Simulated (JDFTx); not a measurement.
WC(0001) slab cut from bulk WC (space group P-6m2, indices of the conventional cell, lattice of the Materials Project entry mp-1894, not re-optimised): 5 atoms in 5 planes, a 1x1 cell of 7.37 Å² (|a| = 2.917, |b| = 2.917 Å), 5.1 Å between the outermost planes, C outermost, slab composition W2C3, cell height 21.7 Å, 8×8×1 k mesh, Fermi smearing 0.01 Ha, no spin polarisation. Whether this polymorph is the ambient one wasn't checked.

Level of theory: PBE, GBRV ultrasoft potentials, plane waves to 20/100 Ha; code: JDFTx (a modified build). Liquid on both sides: CANDLE, water, 2 M NaF; nuclei fixed. At negative charge CANDLE's numbers also depend on the cell height, by up to tenths of a volt.

Charging data:

```tsv
U − U_pzc (V)	σ (μC/cm²)
-0.52	-12.11
-0.32	-5.12
0.00	0.00
0.28	2.59
0.42	4.00
0.68	6.44
0.88	8.38
```

A calculation by hand: a check of Lippmann's equation. The grand free energy per area against the neutral slab, Δγ = [F(N) − F(N₀) − μ(N − N₀)]/2A, is taken from the total energies of the same runs.

```
U − U_pzc (V)  Δγ (mJ/m²)
-------------  ----------
-0.52               -23.6
-0.32                -7.1
0.00                  0.0
0.28                 -3.6
0.42                 -8.4
0.68                -21.6
0.88                -36.5
```

Δγ is largest at zero charge and falls away from it, as dγ/dU = −σ demands. At 0.88 V the computed -36.5 mJ/m² stands beside -36.7 mJ/m² from the constant-capacitance formula.
